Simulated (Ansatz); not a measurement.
Structure relaxation, V

The start is a generated trial cell of V in the simple-cubic structure type. The structure is fully relaxed (lattice and positions, P = 0) with r2SCAN (plane waves to 500 eV, PAW, scalar-relativistic; Ansatz, a quantum-chemistry and plane-wave program). The first steps use a coarse 13×13×13 k-mesh.

Starting cell:
```
CELL_PARAMETERS angstrom
      2.48926     0.00000     0.00000
      0.00000     2.48926     0.00000
      0.00000     0.00000     2.48926
ATOMIC_POSITIONS crystal
  V  0.00000 0.00000 0.00000
```
Spin-polarised start, with parallel moments on V.

Q: How large is the pressure on the unrelaxed cell, and of which sign?

A: -9.5 GPa (negative: the cell is under tension).

Q: How does the volume per atom move from start to end?

A: -6.5 %, from 15.42 to 14.42 Å³/atom.

Q: How do the shortest distances between atoms change?

A: The closest pairs of elements (up to four, under 3.6 Å), start → end: V–V 2.49 → 2.43 Å.

Q: Write out the relaxed structure.

A: 
```cif
data_V
_chemical_formula_sum 'V1'
_space_group_name_H-M_alt 'Pm-3m'
_space_group_IT_number 221
_space_group_name_Hall '-P 4 2 3'
_cell_length_a 2.43386
_cell_length_b 2.43386
_cell_length_c 2.43386
_cell_angle_alpha 90.000
_cell_angle_beta 90.000
_cell_angle_gamma 90.000
loop_
_atom_site_label
_atom_site_type_symbol
_atom_site_symmetry_multiplicity
_atom_site_Wyckoff_symbol
_atom_site_fract_x
_atom_site_fract_y
_atom_site_fract_z
_atom_site_occupancy
V1 V 1 a 0.00000 0.00000 0.00000 1
```

The space group stays Pm-3m (No. 221) (the run could not lower it); the end is simple cubic type, with 1 atom in the primitive magnetic cell. Final values are on a 19×19×19 k-mesh of the relaxed cell. Spin state reached: ferromagnetic (net 0.08 μB/atom), from parallel starting moments; other spin orders were not run from this start.

The run could not lose the symmetry of its start: the end is stationary, and may be a saddle point rather than a minimum.

The relaxed structure here is a generated cell of V: the first start was made by placing the elements on the sites of a structure type, and the end was not matched to a known phase here, so it may be hypothetical. Known forms of V include space group No. 229.
